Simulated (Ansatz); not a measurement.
**HfTl₂S₄Cl, a known structure type with other elements, at an estimated volume**

```xyz
16
Lattice="0.0000 8.0706 0.0000 7.5891 -4.0353 0.0000 2.1723 0.0000 -6.2153" Properties=species:S:1:pos:R:3 pbc="T T T"
Tl    5.4544    3.0223   -4.7825
Tl    5.3932   -1.0130   -4.5404
Tl    4.3070    1.0130   -1.4328
Tl    4.3682    5.0483   -1.6748
Cl    1.6292    5.0297   -4.6614
Cl    0.5431    3.0409   -1.5538
Hf    1.6292    0.9757   -4.6614
Hf    0.5431    7.0949   -1.5538
S     3.6203    0.8224   -6.1979
S     7.2273   -3.2129   -3.1250
S     6.1411    3.2129   -0.0174
S     2.5341    7.2482   -3.0902
S     2.7873    2.7158   -3.3326
S     8.0602   -1.3195   -5.9903
S     6.9741    1.3195   -2.8826
S     1.7012    5.3548   -0.2250
```

The numbers come from plane-wave PAW DFT (Ansatz): r2SCAN, no spin polarisation, 500 eV, 4×4×5 Γ-centred k points, fermi-dirac occupations (width 0.1 eV). Nothing was relaxed.

(1) Metal or insulator?

(2) Which atom feels the largest force, and which way?

(3) Give the Bader charges.

(4) Is the cell too large or too small?

(5) What do density and ELF say about some of the short contacts?

(6) Is it stable against the elements?

Origin: a known structure type with other elements, at an estimated volume, so it need not be a known compound. Caveats: many states at the Fermi level without spin polarisation, so a magnetic state may lie lower.

Results:

(1) It is a metal, with about 16 states/eV a cell as the mean within 0.25 eV of the Fermi level, mostly S p (55 %) and Cl p (26 %).

(2) The largest is on S9 (and as large on other atoms): 0.57 eV/Å, components (0.49, -0.28, 0.10). It makes 126° with the line to a nearest neighbour, Hf7 at 2.52 Å.

(3) Bader charges in e: Hf +2.20, Tl +0.65, S -0.96 to -0.68, Cl -0.22. In the mean Hf gives up most and S takes most.

(4) The pressure is 1.9 GPa (compression positive), so with the atoms held at these fractions the cell would first expand. The principal stresses -0.2, 2.0, 3.9 GPa differ, so its shape would change too.

(5) Hf–S at 2.48 Å: least valence density 0.53 e/Å³ and ELF 0.41 there. Cl–S at 2.87 Å: least valence density 0.20 e/Å³ and ELF 0.16 there. Tl–S at 2.97 Å: least valence density 0.21 e/Å³ and ELF 0.22 there. Both are smooth PAW fields, read partly inside the augmentation spheres.

(6) -0.53 eV an atom against the elements' usual phases (free molecules for gases, crystals otherwise, with no correction for O₂ or N₂), so it is bound against them; other compounds may still compete. Relaxing would lower it.
